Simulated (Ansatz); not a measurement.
# HfIn4SiO6: changing the pressure

The cell as given:

```
Hf In Si O
1.0
     2.71585   -4.70357    0.00833
     2.71585    4.70357    0.00833
    -1.87915    0.00000    7.40127
Hf In Si O
1 4 1 6
Direct
  0.78835 0.21165 0.00000
  0.62175 0.37825 0.50000
  0.45502 0.54498 0.00000
  0.28407 0.71593 0.50000
  0.95814 0.04186 0.50000
  0.12168 0.87832 0.00000
  0.06219 0.11415 0.86666
  0.88585 0.93781 0.13334
  0.79490 0.53784 0.86663
  0.46216 0.20510 0.13337
  0.15352 0.62879 0.13333
  0.37121 0.84648 0.86667
```

The cell comes from a database or a generator and needn't be the stable form of this composition.

Kept alike: task relaxation of cell and atoms; functional PBE; k mesh 4 × 4 × 3; occupations fermi-dirac, width 0.05 eV; no spin polarisation. Program: Ansatz, Ansatz PAW, cutoff 420 eV. The mesh is that of the run's cell of 12 atoms. No spin-orbit coupling.

| pressure, P (GPa) | volume (Å³/atom) | first edge of the run's cell (Å) | third edge of the run's cell (Å) |
| --- | --- | --- | --- |
| 2 | 15.317 | 5.397 | 7.515 |
| 5 | 14.846 | 5.362 | 7.386 |
| 10 | 14.226 | 5.309 | 7.227 |

For a metal such a mesh leaves the last digits unconverged. Runs of this series that gave no sound value for these columns are left out. The runs follow the start's structure, whether or not it is the stable one at these pressures. Ansatz's relaxations hold a Pulay term in the stress (up to 0.5 GPa here). P is the pressure aimed at, which the runs meet within some hundredths to tenths of a GPa.

What does the pressure change here?

The volume falls from 15.317 to 14.226 Å³/atom between 2 and 10 GPa. The first edge of the run's cell falls from 5.397 to 5.309 Å between 2 and 10 GPa. The third edge of the run's cell falls from 7.515 to 7.227 Å between 2 and 10 GPa.
